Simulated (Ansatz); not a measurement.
SnMo$_{2}$C:
```yaml
crystal:
  lattice:
    - [3.19155, 0.00000, 0.00000]
    - [-1.59578, 2.76397, 0.00000]
    - [0.00000, 0.00000, 13.51574]
  atoms:
    - { symbol: Sn, position: [0.33333, 0.66667, 0.75000] }
    - { symbol: Sn, position: [0.66667, 0.33333, 0.25000] }
    - { symbol: Mo, position: [0.33333, 0.66667, 0.08045] }
    - { symbol: Mo, position: [0.66667, 0.33333, 0.58045] }
    - { symbol: Mo, position: [0.66667, 0.33333, 0.91955] }
    - { symbol: Mo, position: [0.33333, 0.66667, 0.41955] }
    - { symbol: C, position: [0.00000, 0.00000, 0.00000] }
    - { symbol: C, position: [0.00000, 0.00000, 0.50000] }
```

Relaxed with PBE. Special points in fractions of this cell's reciprocal vectors: Γ (0.000, 0.000, 0.000); M (0.500, 0.000, 0.000); K (0.333, 0.333, 0.000); A (0.000, 0.000, 0.500); L (0.500, 0.000, 0.500); H (0.333, 0.333, 0.500).

Q: List the band energies nearest the Fermi level at these points for PBE with spin–orbit coupling (plane waves, PAW; program Ansatz).

A: In eV from the Fermi level; about four levels below and three above (degenerate sets whole), none deeper than 8.9 eV; points with the same levels are listed once.

```
k                                            below                above
-  -----------------------------------------------  -------------------
Γ                          -0.23 -0.23 -0.22 -0.22  1.04 1.04 1.05 1.05
M                          -2.91 -2.91 -0.05 -0.05  0.15 0.15 0.41 0.41
K                          -0.06 -0.06 -0.05 -0.05  0.15 0.15 1.34 1.34
A  -0.32 -0.32 -0.32 -0.32 -0.32 -0.32 -0.32 -0.32  1.05 1.05 1.05 1.05
L                          -2.91 -2.91 -2.91 -2.91  0.18 0.18 0.18 0.18
H                          -1.17 -1.17 -1.09 -1.09  0.40 0.40 0.42 0.42
```

Space group P6_3/mmc. The start of the workflow was typed in or built on a structure type; neither database checked (COD, Materials Project) lists it. Its standing as an ambient phase is unchecked. The cell was relaxed with PBE under the symmetry of its start; its stability against distortions is not shown here. The run is not spin-polarised.

Potentials: the later of the program's two PAW sets.
